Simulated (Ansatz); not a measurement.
## ZrSi2 under several functionals and dispersion corrections (calculated)

Starting cell:

```
CELL_PARAMETERS angstrom
1.85815 -7.34596 0.00000
1.85815 7.34596 0.00000
0.00000 0.00000 3.67255
ATOMIC_POSITIONS crystal
Zr 0.60463 0.39537 0.25000
Zr 0.39537 0.60463 0.75000
Si 0.94630 0.05370 0.25000
Si 0.05370 0.94630 0.75000
Si 0.24999 0.75001 0.25000
Si 0.75001 0.24999 0.75000
```

Ansatz, plane waves and PAW, scalar-relativistic (no spin–orbit coupling), 6×6×6 k-mesh. No spin polarisation. In the setting of the table the starting cell (space group Cmcm) has 7.577 × 7.577 × 3.673 Å, angles 90.0 / 90.0 / 151.6°. Each functional was followed to zero pressure with shape and atoms relaxed, then fitted over four more volumes within ±4 % of it.

What cell, stiffness and gap does each give?


```
      functional  V0 (Å³/atom)                                                  cell  B0 (GPa)  B′ from the pressures               gap on the mesh  cutoff (eV)
PBE + D3(BJ)-ATM         16.27  7.494 × 7.494 × 3.646 Å, angles 90.0 / 90.0 / 151.5°       132                    3.8  zero (metallic on this mesh)          420
          revPBE         17.01  7.633 × 7.633 × 3.691 Å, angles 90.0 / 90.0 / 151.7°       119                    4.4  zero (metallic on this mesh)          420
        PBE + D4         16.36  7.512 × 7.512 × 3.653 Å, angles 90.0 / 90.0 / 151.6°       131                    3.8  zero (metallic on this mesh)          420
```

The volumes span 4.6 %, from PBE + D3(BJ)-ATM to revPBE, and the stiffness falls as the cell grows. Pairwise dispersion terms leave out the screening by a metal's electrons, and so tend to pull metals in too far.

Caveats: the cell was built on a prototype listed for this compound, which may not be its ambient form.

Points behind the fit for PBE + D3(BJ)-ATM:

| V (Å³/atom) | E − Emin (meV/atom) | P (GPa) |
| --- | --- | --- |
| 15.617 | 11.48 | 5.80 |
| 15.943 | 2.78 | 2.77 |
| 16.268 | 0.00 | -0.01 |
| 16.593 | 2.60 | -2.53 |
| 16.919 | 10.10 | -4.81 |
